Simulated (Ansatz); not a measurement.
Relaxed-ion elastic tensor of MgS (wurtzite, P6_3mc) in GPa (Voigt order), LDA in the plane-wave PAW code Ansatz; density 2.14 g/cm³, 21.86 Å³ per atom.

```
89.0  53.3  46.7   0.0   0.0   0.0
53.3  89.0  46.7   0.0   0.0   0.0
46.7  46.7  82.2   0.0   0.0   0.0
 0.0   0.0   0.0  18.0   0.0   0.0
 0.0   0.0   0.0   0.0  18.0   0.0
 0.0   0.0   0.0   0.0   0.0  17.9
```

### Question
Is the crystal mechanically stable?

### Answer
Yes: the smallest eigenvalue of C is 17.9 GPa.

### Question
Work out the Voigt, Reuss and Hill averages.

### Answer
K_V = 61.5, K_R = 61.1, K_H = 61.3; G_V = 18.3, G_R = 18.3, G_H = 18.3 GPa.

### Question
Give Young's modulus, Poisson's ratio, Pugh's ratio and the universal anisotropy index.

### Answer
E = 9KG/(3K + G) = 50.0 GPa; ν = 0.36; K/G = 3.35 (ductile by the Pugh limit of 1.75); A_U = 5G_V/G_R + K_V/K_R − 6 = 0.02.

### Question
Estimate the sound speeds and the Debye temperature.

### Answer
v_l = √((K + 4G/3)/ρ) = 6330 m/s, v_t = √(G/ρ) = 2930 m/s, mean 3300 m/s; Θ = (h/k)(3n/4πV)^(1/3) v_m = 351 K.

### Question
Solve the Christoffel equation for the three sound speeds along x, y, z.

### Answer
Eigenvalues of C_ijkl n_j n_l equal ρv² (piezoelectric stiffening left out). In km/s, slowest first: x 2.89, 2.90, 6.45; y 2.89, 2.90, 6.45; z 2.90, 2.90, 6.20.

### Question
How much does each axis shrink under pressure?

### Answer
Linear compressibilities β_i = Σ_j S_ij (j = 1 to 3): x 4.8, y 4.8, z 6.7 per TPa.

The workflow started from a Materials Project entry (that database holds measured and hypothetical structures alike); the Crystallography Open Database copy checked does not list it. COD files the formula under space group No. 225, so this cell is another polymorph or a model. Its standing as an ambient phase is unchecked. The cell was relaxed with LDA under the symmetry of its start; phonons on a q-mesh show no instability.

Potentials: the later of the program's two PAW sets.
